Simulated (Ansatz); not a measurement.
Input:

C (graphite type, space group P6_3/mmc)

```
CELL_PARAMETERS angstrom
      2.46498     0.00000     0.00000
     -1.23249     2.13473     0.00000
      0.00000     0.00000     6.72886
ATOMIC_POSITIONS crystal
  C  0.00000 0.00000 0.25000
  C  0.00000 0.00000 0.75000
  C  0.33333 0.66667 0.25000
  C  0.66667 0.33333 0.75000
```

This relaxed cell (volume V₀) is scaled evenly in all directions, its shape held. Symmetry pins the atoms to their sites.

Calculation: PBE-D3(BJ) (plane waves to 420 eV, PAW, scalar-relativistic; Ansatz, an electronic-structure program). k mesh 15×15×5 (Γ-centred), Fermi-Dirac smearing 0.05 eV. Energies are smeared free energies. Stress and pressure are positive under compression. With the shape held, the modulus is that of even scaling; a crystal free to change shape is softer. C was relaxed with its symmetry unable to fall. The PAW data are Ansatz's earlier set. The zero of ΔE is the relaxed starting cell.

The scan covers V/V₀ from 0.840 to 1.160 in 11 points.

### Question
What is ΔE at V/V₀ = 0.840?

### Answer
271 meV/atom.

### Question
What pressure does the cell carry at V/V₀ = 0.840?

### Answer
68.1 GPa.

### Question
What is ΔE at V/V₀ = 1.160?

### Answer
162 meV/atom.

(Under strain, the slope of the energy per volume gives the stress and its curvature an elastic modulus.)
